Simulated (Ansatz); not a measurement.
## CdS: from a starting cell to a relaxed one

The start is a generated cell, CdS placed in the zincblende structure type. A full variable-cell relaxation at zero pressure is run with PBE (plane waves to 420 eV, PAW, scalar-relativistic; Ansatz, a quantum-chemistry and plane-wave program). The first steps use a coarse 7×7×7 k-mesh.

The start:
```
CELL_PARAMETERS angstrom
      0.00000     2.92623     2.92623
      2.92623     0.00000     2.92623
      2.92623     2.92623     0.00000
ATOMIC_POSITIONS crystal
  S  0.75000 0.75000 0.75000
  Cd 0.00000 0.00000 0.00000
```

Problem. How large is the pressure on the unrelaxed cell, and of which sign?

Solution. +2.2 GPa (positive: the cell is compressed).

Problem. How much energy is released per atom?

Solution. 6 meV/atom.

Problem. How does the volume per atom move from start to end?

Solution. +3.9 %, from 25.06 to 26.02 Å³/atom.

Problem. How do the shortest distances between atoms change?

Solution. The closest pairs of elements (up to four, under 3.6 Å), start → end: Cd–S 2.53 → 2.57 Å.

Problem. Is the relaxed structure metallic? Give its gap.

Solution. 1.04 eV, direct at Γ (no spin-orbit coupling).

Problem. Write out the relaxed structure.

Solution. 
```cif
data_Cd4S4
_chemical_formula_sum 'S4 Cd4'
_space_group_name_H-M_alt 'F-43m'
_space_group_IT_number 216
_space_group_name_Hall 'F -4 2 3'
_cell_length_a 5.92662
_cell_length_b 5.92662
_cell_length_c 5.92662
_cell_angle_alpha 90.000
_cell_angle_beta 90.000
_cell_angle_gamma 90.000
loop_
_atom_site_label
_atom_site_type_symbol
_atom_site_symmetry_multiplicity
_atom_site_Wyckoff_symbol
_atom_site_fract_x
_atom_site_fract_y
_atom_site_fract_z
_atom_site_occupancy
S1 S 4 c 0.25000 0.25000 0.25000 1
Cd1 Cd 4 a 0.00000 0.00000 0.00000 1
```
(The calculation used a cell of 2 atoms; values per cell refer to that cell.)

The space group stays F-43m (No. 216) (the run could not lower it); the end is zinc blende type, with 2 atoms in the primitive cell. Final values are on a 10×10×10 k-mesh of the relaxed cell. No spin polarisation in the result.

The run could not lose the symmetry of its start; a randomly shaken copy of 2 atoms returns to this structure.

All atoms sit on sites fixed by symmetry, so only the cell could relax.
